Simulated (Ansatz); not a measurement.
Input for Ansatz (plane-wave DFT, PAW):

```yaml
crystal:
  lattice:
    - [3.1713559057, 0.0, 0.0]
    - [0.0, 3.1713559057, 0.0]
    - [0.0, 0.0, 5.238920149]
  atoms:
    - { symbol: Tl, position: [0.0, 0.0, 0.0] }
    - { symbol: Sn, position: [0.5, 0.5, 0.5] }
basis:
  ecutwfc: 500
kpoints:
  mp_grid: { grid: [12, 12, 10] }
hamiltonian:
  xc: r2scan
scf:
  occupations: { method: gaussian, width: 0.1 }
output:
  forces: true
  stress: true
  eigenvalues: true
relax:
  adjacent_minimum: "off"
  f_tol: 0.01
  max_steps: 30
  cell: { stress_tol: 0.1, fix: [volume] }
```

Command:
```bash
ansatz run input.yaml --threads 1 --pin off --max-ram 2560MiB --backend cpu --events-out ev --progress --plain --runs-dir out
```

Method: Ansatz, DFT r2SCAN, scalar-relativistic, plane waves, PAW.

Part of what the program printed, abridged (iterations and final results):

```
SCF iter   1: F=—  HF=-17496.887171 eV  |F-HF|=—  |Δ(HF+E_count)|=         —  Δρ=7.31e-3  dr2=2.10e-2  dr2_τ=7.68e-3  ethr=1.77e-3  ⟨swp⟩=5.8  Hψ=15563  notcnv=0
SCF iter   2: F=—  HF=-17496.895689 eV  |F-HF|=—  |Δ(HF+E_count)|=   8.52e-3  Δρ=3.17e-3  dr2=4.68e-3  dr2_τ=3.17e-4  ethr=7.79e-5  ⟨swp⟩=2.0  Hψ=6467  notcnv=0  defer=55
SCF iter   3: F=—  HF=-17496.895230 eV  |F-HF|=—  |Δ(HF+E_count)|=   4.59e-4  Δρ=7.05e-4  dr2=4.85e-4  dr2_τ=6.15e-6  ethr=1.73e-5  ⟨swp⟩=2.0  Hψ=4291  notcnv=0  defer=55
SCF iter   4: F=—  HF=-17496.895404 eV  |F-HF|=—  |Δ(HF+E_count)|=   1.74e-4  Δρ=2.90e-4  dr2=7.69e-5  dr2_τ=9.17e-7  ethr=1.80e-6  ⟨swp⟩=2.9  Hψ=5300  notcnv=0  defer=55
SCF iter   5: F=—  HF=-17496.895422 eV  |F-HF|=—  |Δ(HF+E_count)|=   1.82e-5  Δρ=1.10e-4  dr2=1.42e-5  dr2_τ=5.24e-8  ethr=2.85e-7  ⟨swp⟩=2.4  Hψ=4204  notcnv=0  defer=55
SCF iter   6: F=—  HF=-17496.895424 eV  |F-HF|=—  |Δ(HF+E_count)|=   2.02e-6  Δρ=3.61e-5  dr2=4.95e-7  dr2_τ=3.46e-8  ethr=5.27e-8  ⟨swp⟩=2.0  Hψ=3670  notcnv=0  defer=55
SCF iter   7: F=-17496.895425 eV  HF=-17496.895425 eV  |F-HF|=3.88e-8  |Δ(HF+E_count)|=   6.22e-7  Δρ=7.85e-6  dr2=3.72e-8  dr2_τ=4.46e-10  ethr=3.70e-10  ⟨swp⟩=7.4  Hψ=13976  notcnv=0
SCF 1 converged in 7 iterations: F = -17496.895425 eV  dr2 = 3.72e-8
relax step   1: F+E_penalty+E_count = -17496.89542494 eV  Δ(F+E_penalty+E_count) = +0.000e0 eV  max|allowed force component| = 8.904e-29 eV/Å  Δτ_max = 0.0000 Å  P = +4.775 GPa  Ω = 52.690 Å³  fix = [volume]  reactions: volume +4.775 GPa (7 SCF iters, dr2 threshold 1.00e-7 eV, accepted)
Basis set: ecut = 500 eV, 1319 PW (Γ), exchange–correlation on 96×96×160 points (64 copies of the dense FFT grid, shifted against one another)
Initial density: handed on by an earlier stage of this run
Initial wavefunctions: those handed on with the density
SCF iter   1: F=—  HF=-17496.895386 eV  |F-HF|=—  |Δ(HF+E_count)|=         —  Δρ=1.19e-4  dr2=1.28e-5  dr2_τ=7.26e-5  ethr=4.32e-8  ⟨swp⟩=3.1  Hψ=18749  notcnv=0
SCF iter   2: F=—  HF=-17496.895552 eV  |F-HF|=—  |Δ(HF+E_count)|=   1.66e-4  Δρ=4.65e-5  dr2=1.51e-6  dr2_τ=3.26e-8  ethr=4.32e-8  ⟨swp⟩=2.2  Hψ=5402  notcnv=0
SCF iter   3: F=—  HF=-17496.895553 eV  |F-HF|=—  |Δ(HF+E_count)|=   9.00e-7  Δρ=2.69e-5  dr2=6.45e-7  dr2_τ=6.03e-9  ethr=5.58e-9  ⟨swp⟩=2.0  Hψ=3560  notcnv=0
SCF iter   4: F=-17496.895553 eV  HF=-17496.895553 eV  |F-HF|=1.85e-8  |Δ(HF+E_count)|=   3.42e-7  Δρ=9.27e-6  dr2=5.14e-8  dr2_τ=7.21e-10  ethr=2.43e-10  ⟨swp⟩=4.1  Hψ=12882  notcnv=0
SCF 2 converged in 4 iterations: F = -17496.895553 eV  dr2 = 5.14e-8
relax step   2: F+E_penalty+E_count = -17496.89555342 eV  Δ(F+E_penalty+E_count) = -1.285e-4 eV  max|allowed force component| = 1.146e-28 eV/Å  Δτ_max = 0.0000 Å  P = +4.759 GPa  Ω = 52.690 Å³  energy of the carried Pulay correction = +7.731e-8 eV  fix = [volume]  reactions: volume +4.759 GPa (4 SCF iters, dr2 threshold 6.56e-8 eV, accepted)
Initial wavefunctions: pseudopotential atomic-orbital guess (no wavefunctions were taken with the density)
SCF iter   1: F=—  HF=-17496.895551 eV  |F-HF|=—  |Δ(HF+E_count)|=         —  Δρ=9.75e-6  dr2=5.17e-8  dr2_τ=1.02e-9  ethr=1.48e-7  ⟨swp⟩=3.2  Hψ=24032  notcnv=0
SCF iter   2: F=—  HF=-17496.895554 eV  |F-HF|=—  |Δ(HF+E_count)|=   2.49e-6  Δρ=6.85e-6  dr2=3.09e-8  dr2_τ=5.85e-10  ethr=1.91e-10  ⟨swp⟩=2.3  Hψ=4963  notcnv=0
SCF iter   3: F=—  HF=-17496.895554 eV  |F-HF|=—  |Δ(HF+E_count)|=   2.70e-8  Δρ=2.74e-6  dr2=2.56e-9  dr2_τ=2.94e-10  ethr=1.14e-10  ⟨swp⟩=2.6  Hψ=4944  notcnv=0
SCF iter   4: F=—  HF=-17496.895554 eV  |F-HF|=—  |Δ(HF+E_count)|=  4.07e-10  Δρ=1.60e-6  dr2=8.25e-10  dr2_τ=5.74e-11  ethr=9.50e-12  ⟨swp⟩=2.0  Hψ=4584  notcnv=0
SCF iter   5: F=—  HF=-17496.895554 eV  |F-HF|=—  |Δ(HF+E_count)|=   2.31e-9  Δρ=5.11e-7  dr2=9.82e-11  dr2_τ=1.05e-11  ethr=3.06e-12  ⟨swp⟩=2.0  Hψ=5300  notcnv=0
SCF iter   6: F=-17496.895554 eV  HF=-17496.895554 eV  |F-HF|=7.28e-12  |Δ(HF+E_count)|=  3.27e-11  Δρ=7.77e-8  dr2=4.60e-12  dr2_τ=4.10e-14  ethr=1.00e-12  ⟨swp⟩=4.4  Hψ=10155  notcnv=0
SCF 3 converged in 6 iterations: F = -17496.895554 eV  dr2 = 4.60e-12
SCF converged after 6 iterations
Free energy (F): -17496.895554 eV
Harris-Foulkes:  -17496.895554 eV  (|F-HF|=7.28e-12)
Internal energy: -17496.891133 eV  (E = F + TS)
E sigma→0 (E₀):  -17496.893343 eV
Entropy (-TS):   -0.004420 eV (-2.210 meV/atom)
Fermi energy:    11.410034 eV
--- Per-component energies (eV) ---
  E_band       = -67.914151
  E_kinetic    = 522.221962
  E_local      = -1639.110977  (includes V_loc(G=0)·N_el)
  E_nonlocal   = 284.352388
  E_hartree    = 824.933053
  E_xc         = -594.627442
  E_vxc        = -262.967371  (∫ρ·V_xc dr)
  E_paw        = -14349.537252  (= ΣΔE_a)
  E_vpaw       = -641.044258  (= ΣTr[D̂ρ^β])
  E_aug_tail   = 0.000018  (compensation charges beyond the density's cutoff)
  E_vtau       = 18.768020  (kinetic-family band-sum trace: ∫τ·v_τ [+ j·A + Jᵃ·Aᵃ] dr)
  E_ewald      = -2546.897964
  E_core_change = 1.775081  (= ΣΔE_core)
  E_smearing   = -0.004420  (= −TS)
--- Forces (eV/Å), atoms counted from 1 ---
  atom   1  Tl     0.00000000     0.00000000     0.00000000
  atom   2  Sn     0.00000000     0.00000000     0.00000000
--- Stress (GPa, compression-positive) ---
        4.804553       0.000000       0.000000
        0.000000       4.804553       0.000000
        0.000000       0.000000       4.667699
  P = ⅓ Tr σ = 4.7589 GPa (47.589 kbar)
--- Band table (eV; the first three rows and the last of 168) ---
  k-point 0: bands = ["-10.9716", "-10.8768", "-10.7426", "-10.7426", "-10.6718", "-1.3564", "-1.0222", "-0.4583", "-0.4583", "-0.3058", "-0.0747", "5.6071", "7.4687", "16.0237", "16.0237", "20.0102", "20.2496", "21.4456"]
  k-point 1: bands = ["-10.9716", "-10.8766", "-10.7425", "-10.7425", "-10.6718", "-1.3564", "-1.0197", "-0.4593", "-0.4593", "-0.3058", "-0.0129", "5.0144", "8.1778", "16.0933", "16.0933", "20.0018", "20.2237", "21.0134"]
  k-point 2: bands = ["-10.9715", "-10.8760", "-10.7424", "-10.7424", "-10.6718", "-1.3566", "-1.0141", "-0.4617", "-0.4617", "-0.3059", "0.1734", "4.0548", "9.4859", "16.2961", "16.2961", "19.5331", "19.9797", "20.5165"]
  k-point 167: bands = ["-10.8577", "-10.8278", "-10.8278", "-10.7258", "-10.5639", "-1.1268", "-0.8518", "-0.8518", "-0.4127", "0.0276", "7.6992", "8.7697", "9.8992", "9.8992", "11.3851", "11.3851", "13.0812", "13.1955"]
--- Relaxed structure (2 steps of the walk, 2 accepted, 1 SCFs on fresh bases) ---
  F+E_penalty+E_count = -17496.89555360 eV   max|allowed force component| = 1.268e-28 eV/Å   (the final SCF, on the basis selected at the relaxed cell)
  cell:  # Å, volume = 52.6904 Å³
    - [3.17463603, 0.0, 0.0]
    - [0.0, 3.17463603, 0.0]
    - [0.0, 0.0, 5.22809971]
  atoms:
    - { symbol: Tl, position: [0.0, 0.0, 0.0] }
    - { symbol: Sn, position: [0.49999999, 0.49999999, 0.5] }
```

The relaxation met its thresholds.

It took 61 s on 1 thread of Arm Neoverse V1 (shared host), peak memory 0.56 GiB.

Spin–orbit coupling is left out, which can shift energies with elements as heavy as these.